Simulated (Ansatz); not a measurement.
Input and command of a plane-wave DFT calculation in Ansatz:

```yaml
crystal:
  lattice:
    - [0.0, 2.00335, 1.88665]
    - [2.00335, 0.0, 1.88665]
    - [2.00335, 2.00335, 0.0]
  atoms:
    - { symbol: Os, position: [0.0, 0.0, 0.0] }
basis:
  ecutwfc: 420
kpoints:
  mp_grid: { grid: [20, 20, 20] }
hamiltonian:
  xc: pbesol
scf:
  occupations: { method: gaussian, width: 0.15 }
output:
  forces: true
  stress: true
  eigenvalues: true
```

```bash
ansatz run input.yaml --threads 1 --pin off --max-ram 2560MiB --backend cpu --events-out ev --progress --plain --runs-dir out
```

Processor: Arm Neoverse V2, 1 thread, on a host shared with other jobs.

**Question.** Estimate time, memory and problem size.

**Answer.** About 4.3 s on 1 thread of Arm Neoverse V2, on a shared host, peak memory 0.36 GiB. It solves 12 bands at 641 k points (the mesh reduced by symmetry) with about 315 plane waves, in 6 SCF iterations.
